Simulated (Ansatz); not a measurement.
Mg$_{3}$TiNO$_{3}$:
Space group P4/mmm (No. 123); a = b = 2.9624 Å, c = 8.5950 Å, α = β = γ = 90.00°

```csv
atom,site,symmetry,x,y,z
Ti,1a,4/mmm,0.0000,0.0000,0.0000
N,1c,4/mmm,0.5000,0.5000,0.0000
Mg,2h,4mm,0.5000,0.5000,0.2531
O,2g,4mm,0.0000,0.0000,0.2554
Mg,1b,4/mmm,0.0000,0.0000,0.5000
O,1d,4/mmm,0.5000,0.5000,0.5000
```

Relaxed at zero pressure with the program Ansatz at the r²SCAN level (PAW).

The volume is lowered by 3 % and shape and atoms relax at that volume. What pressure results, and how do the axes share the change?

6.2 GPa; a -0.9 %, b -0.9 %, c -1.2 %; the energy rises by 5 meV/atom.

Give the new structure.


Space group P4/mmm (No. 123); a = b = 2.9357 Å, c = 8.4893 Å, α = β = γ = 90.00°

| atom | site | symmetry | x | y | z |
|---|---|---|---|---|---|
| Ti | 1a | 4/mmm | 0.0000 | 0.0000 | 0.0000 |
| N | 1c | 4/mmm | 0.5000 | 0.5000 | 0.0000 |
| Mg | 2h | 4mm | 0.5000 | 0.5000 | 0.2533 |
| O | 2g | 4mm | 0.0000 | 0.0000 | 0.2558 |
| Mg | 1b | 4/mmm | 0.0000 | 0.0000 | 0.5000 |
| O | 1d | 4/mmm | 0.5000 | 0.5000 | 0.5000 |

The phase is kept; no other phase was compared at this pressure.

The start of the workflow was typed in or built on a structure type; neither database checked (COD, Materials Project) lists it. Its standing as an ambient phase is unchecked. The r²SCAN relaxation kept the symmetry of its start; its stability against distortions is not shown here. The workflow began spin-polarised and lost its moments. The cell computed holds one magnetic atom, so no antiferromagnetic order was within reach.

Potentials: the earlier of the program's two PAW sets.
